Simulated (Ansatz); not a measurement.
WS₂:
```
CELL_PARAMETERS angstrom
      3.17236     0.00000     0.00000
     -1.58618     2.74734     0.00000
      0.00000     0.00000    33.00000
ATOMIC_POSITIONS crystal
  S  0.00000 0.00000 0.45270
  S  0.00000 0.00000 0.54730
  W  0.66667 0.33333 0.50000
```
The layer is periodic in x and y and isolated along z.

Relaxed with r²SCAN+D4.

Tabulate the total density of states from DFT-r²SCAN+D4 in the program Ansatz with PAW potentials.

States/eV per cell of 3 atoms, means over 0.25 eV bins, energy of the bin centre from the valence-band maximum.

```csv
E (eV),total
-7.85,0.00
-7.60,0.00
-7.35,0.00
-7.10,0.00
-6.85,0.08
-6.60,1.13
-6.35,1.46
-6.10,2.32
-5.85,2.98
-5.60,1.72
-5.35,1.41
-5.10,0.87
-4.85,1.89
-4.60,4.62
-4.35,2.22
-4.10,0.89
-3.85,1.69
-3.60,4.92
-3.35,1.98
-3.10,1.50
-2.85,1.65
-2.60,1.47
-2.35,3.94
-2.10,3.37
-1.85,2.36
-1.60,2.17
-1.35,1.35
-1.10,1.36
-0.85,2.93
-0.60,1.71
-0.35,1.15
-0.10,0.84
0.15,0.00
0.40,0.00
0.65,0.00
0.90,0.00
1.15,0.00
1.40,0.00
1.65,0.00
1.90,0.02
2.15,0.41
2.40,2.67
2.65,2.93
2.90,4.71
3.15,3.63
3.40,2.75
3.65,3.00
3.90,2.24
4.15,1.85
4.40,1.64
4.65,0.70
4.90,2.57
5.15,1.26
5.40,0.81
5.65,0.78
```

Space group P-6m2 (1H). A layer that has been made, often on a substrate. Symmetry was held in the r²SCAN+D4 relaxation; its stability against distortions is not shown here. The run is not spin-polarised. Spin–orbit coupling is left out wherever it is not named.

Potentials: the later of the program's two PAW sets.
